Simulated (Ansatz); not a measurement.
**Hf₂CuSb₃, a database entry at a rescaled volume**

```
CELL_PARAMETERS angstrom
3.89799 0.00000 0.00000
0.00000 3.89799 0.00000
0.00000 0.00000 8.54296
ATOMIC_POSITIONS crystal
Sb 0.50000 0.50000 0.00000
Cu 0.00000 0.00000 0.00000
Hf 0.00000 0.50000 0.73400
Hf 0.50000 0.00000 0.26600
Sb 0.00000 0.50000 0.38200
Sb 0.50000 0.00000 0.61800
```

The numbers come from plane-wave PAW DFT (Ansatz): r2SCAN, no spin polarisation, 500 eV, 7×7×3 Γ-centred k points, gaussian occupations (width 0.0165 eV). Nothing was relaxed.

**Forces.** The largest is on Hf3 (and as large on other atoms): 0.48 eV/Å, components (0.00, 0.00, 0.48). It makes 110° with the line to a nearest neighbour, Sb6 at 2.93 Å.
**Formation energy.** -0.40 eV an atom against the elements' usual phases (free molecules for gases, crystals otherwise, with no correction for O₂ or N₂), so it is bound against them; other compounds may still compete. Relaxing would lower it.
**Contacts.** Sb–Cu at 2.76 Å: least valence density 0.29 e/Å³ and ELF 0.34 there. Hf–Sb at 2.93 Å: least valence density 0.29 e/Å³ and ELF 0.41 there. Cu–Hf at 2.99 Å: least valence density 0.17 e/Å³ and ELF 0.22 there. These are pseudo-fields; inside the PAW spheres they differ from the all-electron ones.
**Electronic structure.** It is a metal, with about 2.7 states/eV a cell as the mean within 0.25 eV of the Fermi level, mostly Hf d (55 %) and Sb p (27 %).
**Charges.** Bader charges in e: Hf +1.50, Cu -0.28, Sb -0.98 to -0.75. In the mean Hf gives up most and Sb takes most.
**Stress.** The pressure is 0.3 GPa (compression positive), so with the atoms held at these fractions the cell is close to zero pressure.

Origin: a database entry at a rescaled volume.
